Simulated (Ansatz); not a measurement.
**Two states of CuSnF6**

```xyz
8
Lattice="5.4586 0.0000 0.0000 -2.2460 4.5385 0.0000 -0.2295 -3.0445 4.2347" Properties=species:S:1:pos:R:3 pbc="T T T"
F     3.6181   -2.1162    3.6884
F    -0.6350    3.6102    0.5463
F     1.9944    3.1659    1.1264
F     0.9886   -1.6719    3.1083
Sn    2.6145   -1.5222    2.1173
Cu    0.0000    0.0000    0.0000
F     0.1648    1.1474    1.5414
F     2.8182    0.3466    2.6933
```

Level: r2SCAN, with U_eff = 2.61 eV on Cu d (all-electron-ortho-atomic projectors); 500 eV; 4×5×4 (shifted by 0.5, 0.5, 0 steps) mesh; methfessel-paxton occupations (width 0.0644 eV); Ansatz 0.2.0, fixed geometry.

State A: Cu6 up (collinear spin). State B: no moments (no spin polarisation).

Q: Which state is lower, and how do they differ?

A: State A is lower by 135.5 meV an atom at zero smearing.

```json
{"state": "A", "free energy (meV/atom)": "0.0", "largest moment in a small sphere (μB)": "0.83", "net moment (μB/cell)": "1.00", "gap on mesh (eV)": "2.46", "pressure (GPa)": "4.6", "largest force (eV/Å)": "0.74"}
{"state": "B", "free energy (meV/atom)": "135.5", "largest moment in a small sphere (μB)": "0.00", "net moment (μB/cell)": "0.00", "gap on mesh (eV)": "metal", "pressure (GPa)": "4.7", "largest force (eV/Å)": "0.76"}
```

Origin: a database entry at a rescaled volume. Caveats: an odd or shifted mesh can miss the band edges, so this level's true gap may be smaller; no spin-orbit coupling, which can shift this gap by tenths of an eV; odd electron count without spin polarisation, so a magnetic state may lie lower; the Fermi level lies in a narrow band between gaps, which spin or distortion may split; the k mesh is coarse if the cell is a metal.
